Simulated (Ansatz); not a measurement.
Crystals of one structure type (rock salt) and one family of elements, relaxed and computed with plane-wave PAW HSE06 (Ansatz code).

```tsv
crystal	V (Å³/atom)	B₀ by P(V) fit (GPa)
BeS	12.23	115
BeSe	14.63	95.0
SrO	17.11	?
MgS	17.52	80.1
BaO	21.15	75.4
CaSe	26.23	50.7
BaTe	43.71	30.2
```

### Question
Fit a straight line to ln B₀ against ln V and predict the withheld value.

### Answer
Least squares on the 6 shown rows: ln B₀ = -1.05 × ln V + (7.399), with a scatter of 6 %. For SrO this gives 82.9. The run itself gave 92.5, outside the scatter: the line misses something about this case.

Constructed cells (a structure type filled with these elements, in neither database checked): BeS, rock salt; BeSe, rock salt. All cells were relaxed under the symmetry of their starts (and spin orders); stability against distortions was not tested throughout. Scalar-relativistic: spin–orbit coupling is off unless named, which matters more the heavier the elements.

Potentials: the later of the program's two PAW sets.
